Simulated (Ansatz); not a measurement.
**Li3In: start and end of a relaxation**

The guess for Li3In was made by a generator: thin slice cut from a crystal along (111) (parent Li3In; atomic planes 4). Its size is a rough estimate.

This is a two-dimensional sheet: the third axis spans vacuum and isn't periodic. Symmetry isn't written into the files.

start.xyz

```xyz
4
Lattice="4.6577 0.0000 0.0000 -2.3288 4.0337 0.0000 0.0000 0.0000 17.0000" Properties=species:S:1:pos:R:3 pbc="T T F"
Li    0.0000    0.0000    9.9261
Li    2.3288    1.3446    8.0246
Li    0.0000    2.6891    8.9754
In    0.0000    0.0000    7.0739
```

Level of theory: DFT PBE, scalar-relativistic, plane waves, PAW (Ansatz 0.2.0). Cutoff 420 eV, Gaussian smearing, Γ-centred meshes. In-plane cell and atoms relax first on a coarse mesh and then on a finer one. In metals the finer mesh still leaves noise of several meV/atom or more. The steps can't lower the symmetry of their start. No spin polarisation.

end.xyz

```xyz
4
Lattice="4.7144 0.0000 0.0000 -2.3572 4.0828 0.0000 0.0000 0.0000 29.5045" Properties=species:S:1:pos:R:3 pbc="T T F"
Li    0.0000    0.0000   10.1003
Li    2.3572    1.3609    8.3154
Li    0.0000    2.7219    8.3166
In    0.0000    0.0000    7.2677
```

The symmetry goes from p3m1 (No. 69) to p6mm (No. 77). The area per atom grows by 2.5 %, from 4.7 to 4.8 Å². The shortest distance goes from 2.85 Å (Li–In and Li–Li) to 2.72 Å (Li–Li). The program sets the height of the box itself, so the height of the cell differs between start and end.

```yaml
Layer_group: p6mm (No. 77)
In-plane_cell: a = 4.714 Å, b = 4.714 Å, γ = 120.0°
Area_per_atom: 4.81 Å²
Thickness_between_the_outermost_nuclei: 2.83 Å
Formation_energy: +0.27 eV/atom
Gap_on_the_12×12×1_mesh_of_the_4-atom_cell: 0 eV (a metal)
```

Energies over the elements count from the elements' standard structures at the same level, with no fitted energy shifts. A positive value: parting into the elements would lower its energy.

The last run used Gaussian smearing of 0.10 eV. Symmetry constrained the relaxation, so the result can be a saddle point. In all, the 3 runs took 3.4 min on 1 thread of Intel(R) Xeon(R) Processor @ 2.70GHz (shared host).
